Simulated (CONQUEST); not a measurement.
Worked example: self-consistent single point of a model cell of Al (Im-3m, 2 atoms in the cell; prototype structure) in CONQUEST.

Computed with PBEsol, numerical atomic orbitals double-zeta with polarisation (the shipped basis), PseudoDojo norm-conserving potentials made for PBEsol (CONQUEST).

```
Al
1.0
    3.21449     0.00000     0.00000
    0.00000     3.21449     0.00000
    0.00000     0.00000     3.21449
Al
2
Direct
  0.00000   0.00000   0.00000
  0.50000   0.50000   0.50000
```

Reference input (self-consistent single point, DFT, PBEsol, numerical atomic orbitals double-zeta with polarisation (the shipped basis), PseudoDojo norm-conserving potentials made for PBEsol): basis = DZP; Diag.MPMeshX, Y, Z = 7 7 7; potentials = PseudoDojo norm-conserving PBEsol; Grid.GridCutoff = 70 Ha; DM.SolutionMethod = diagon; Diag.kT = 0.003675 Ha; Diag.GammaCentred = true; minE.SCTolerance = 1.0e-06; SC.MaxIters = 100; SC.LinearMixingFactor = 0.3; SC.KerkerPreCondition = true; SC.KerkerFactor = 0.3 1/bohr. This run's input differs from it in these lines:

```diff
@@ -16,7 +16,7 @@
 Diag.MPMesh                    T
-Diag.MPMeshX                   7
-Diag.MPMeshY                   7
-Diag.MPMeshZ                   7
+Diag.MPMeshX                   5
+Diag.MPMeshY                   5
+Diag.MPMeshZ                   5
 Diag.GammaCentred              T
-Diag.kT                        0.003675
+Diag.kT                        0.001102
```

The program printed (abridged):

```
    new_SC_potl: Starting.  Tolerance:  0.10000E-05

    PulayMixSC: Starting Pulay mixing, A_up =  0.300 A_dn =  0.300
    PulayMixSC: Spin non-polarised calculation.
    PulayMixSC: with Kerker preconditioning, q0 =  0.300
          Harris-Foulkes Energy            :        -4.620816640944030 Ha
          GroundState Energy (E-(1/2)TS)   :        -4.620961197311144 Ha
          Free Energy (E-TS)               :        -4.621105753678258 Ha
          DFT Total Energy                 :        -4.619818629916443 Ha
          Total number of electrons        :         6.000000000000014
   [... lines left out ...]
          Total number of electrons        :         6.000036804295842
    PulayMixSC: Pulay iteration     8 residual:              0.12017E-05
          Harris-Foulkes Energy            :        -4.619860140336813 Ha
          GroundState Energy (E-(1/2)TS)   :        -4.620004367228536 Ha
          Free Energy (E-TS)               :        -4.620148594120259 Ha
          DFT Total Energy                 :        -4.619860140335344 Ha
          Total number of electrons        :         6.000037846572262
    PulayMixSC: Pulay iteration     9 residual:              0.16189E-06
    PulayMixSC: Reached SCF tolerance of  0.16189E-06 after      9 iterations
      | Number of electrons      =         6.000038
      |* band energy as 2Tr[K.H] =        -2.240825017254923 Ha
      |  screened ion-ion energy =        -2.387587850872565 Ha
      |  Ha correction           =         0.002053144910671 Ha
      |  XC correction           =         0.006499580931609 Ha
      | GS Energy as E-(1/2)TS   =        -4.620004367228536 Ha
      | Free Energy as E-TS      =        -4.620148594120259 Ha
      |* Harris-Foulkes energy   =        -4.619860140336813 Ha
      |* DFT total energy        =        -4.619860140335344 Ha
      |  estimated accuracy      =        -0.000000000001469 Ha

    force: Forces on atoms (Ha/a0)
    force:  Atom   X              Y              Z
   [... lines left out ...]
    force: Maximum force :        0.00000000(Ha/a0) on atom         2 in z direction
   [... lines left out ...]
    force: Force Residual:        0.00000000 Ha/a0
    force: Total stress:         -2.17852123     0.00000000     0.00000000 GPa
                             0.00000000    -2.17852123     0.00000000
                             0.00000000     0.00000000    -2.17852123
    force: Average pressure:      2.17852123 GPa

    force: Finished force
    get_E_and_F: Change in energy during last step of electronic optimisation: -0.37463E-06
```

The run converged in 9 iterations. CONQUEST prints the stress tensor with tension positive. Against the reference run the free energy goes up by 38.0 meV/atom and the pressure goes from 0.57 to 2.18 GPa.

Lattice and positions were typed or generated, without prior relaxation. The program uses no crystal symmetry, so grid and mesh can part values that symmetry would make equal. The atom-centred basis is finite, which shifts total energies and pressures against plane waves. This run is one point of a test of settings, so its values need not be converged; read them against the reference run alone. No clean gap shows at this smearing width and mesh (spacing up to 0.39 Å⁻¹); the mesh is coarse for partly filled bands, so the values carry mesh errors.

Cost on one core: about 13 core-seconds (a rough figure).
